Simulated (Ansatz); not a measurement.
Theory: DFT PBE, scalar-relativistic, plane waves, PAW in Ansatz 0.2.0. Settings: cutoff 420 eV, Γ-centred meshes spaced at most about 0.3 Å⁻¹, and about 0.25 Å⁻¹ or finer for metals (2π included), Gaussian smearing. No spin polarisation in the final relaxations.

These are static total energies at zero pressure.

Two forms of Sn₂Se were relaxed alike.

A.

```
Sn Se
1.0
     5.60551    0.00000    0.00000
    -2.80275    4.85451    0.00000
     0.00000    0.00000    2.95809
Sn Se
2 1
Direct
  0.33333 0.66667 0.00000
  0.66667 0.33333 0.00000
  0.00000 0.00000 0.00000
```

B.

```
Sn Se
1.0
     5.00513    0.00000    0.00000
    -2.50257    4.33457    0.00000
     0.00000    0.00000    3.77414
Sn Se
2 1
Direct
  0.33333 0.66667 0.50000
  0.66667 0.33333 0.50000
  0.00000 0.00000 0.00000
```

Task: Which would you expect to be lower, and how large is the difference?

Result: A is lower, by 99 meV/atom. A has space group P6/mmm (No. 191), 26.8 Å³/atom and no gap on its mesh; B has space group P6/mmm (No. 191), 27.3 Å³/atom and no gap. Counting Se atoms around Sn (those within 1.25 times the shortest such distance or 1.15 times the sum of covalent radii; the shortest distance is added where it is long for a bond), A has Sn 3 from 3.2 Å and B has Sn 6 from 3.5 Å. Even the lower one lies +0.03 eV/atom against the reference forms of the elements (uncorrected), so neither is stable at this level. In A, around Sn lie 2 Sn at 2.96 Å, 3 Se at 3.24 Å and 3 Sn at 3.24 Å; Se is surrounded by 2 Se at 2.96 Å and 6 Sn at 3.24 Å. In B, Sn is surrounded by 3 Sn at 2.89 Å, 6 Se at 3.45 Å and 2 Sn at 3.77 Å; around Se lie 12 Sn at 3.45 Å and 2 Se at 3.77 Å. Both come from invented guesses. A third cell relaxed alike, in P4/nmm, lies 244 meV/atom below the lower of the two.

Cells relaxed within their symmetry can be saddle points.
